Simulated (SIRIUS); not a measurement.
A self-consistent single point of Ti (P1, 4 atoms in the cell; from Materials Project mp-46, changed as shown).

```yaml
crystal:
  lattice:
    - [2.93573, 0.00000, 0.00000]
    - [0.00000, 5.08483, 0.00000]
    - [0.00000, 0.00000, 4.64086]
  atoms:
    - { symbol: Ti, position: [0.98720, 0.33619, 0.25413] }
    - { symbol: Ti, position: [0.50074, 0.16053, 0.74155] }
    - { symbol: Ti, position: [0.51454, 0.83283, 0.25043] }
    - { symbol: Ti, position: [0.99752, 0.67045, 0.75389] }
```

Computed with PBEsol, GBRV PBEsol ultrasoft pseudopotentials (plane waves; SIRIUS).

SIRIUS settings:

| setting | value |
|---|---|
| parameters.ngridk | 10 6 6 |
| parameters.xc_functionals | [XC_GGA_X_PBE_SOL, XC_GGA_C_PBE_SOL] |
| parameters.gk_cutoff | 6.325 1/bohr |
| parameters.pw_cutoff | 14.143 1/bohr |
| parameters.smearing | fermi_dirac |
| parameters.smearing_width | 0.00183747 Ha |
| potentials | GBRV PBEsol ultrasoft pseudopotentials |
| parameters.electronic_structure_method | pseudopotential |
| parameters.num_bands | 29 |
| parameters.num_mag_dims | 0 |
| parameters.num_dft_iter | 100 |
| parameters.energy_tol | 1e-07 Ha |
| parameters.density_tol | 1e-06 |
| mixer.type | anderson |
| mixer.beta | 0.7 |
| mixer.use_hartree | false |

Estimate, at this level of theory: pressure and largest force (vector length).

The run gave:

Pressure: -3.78 GPa
Largest force (vector length): 0.364 eV/Å

For comparison: a first run was changed to give this one (atoms moved at random), and from it to this one the free energy goes up by 5.9 meV/atom, the pressure goes from -3.92 to -3.78 GPa and the largest force goes from 0.004 to 0.364 eV/Å.

The structure comes from a collection of computed structures, made at another level of theory; the collection holds predicted forms beside known ones.

Cost on one core: about 4 core-minutes (a rough figure).
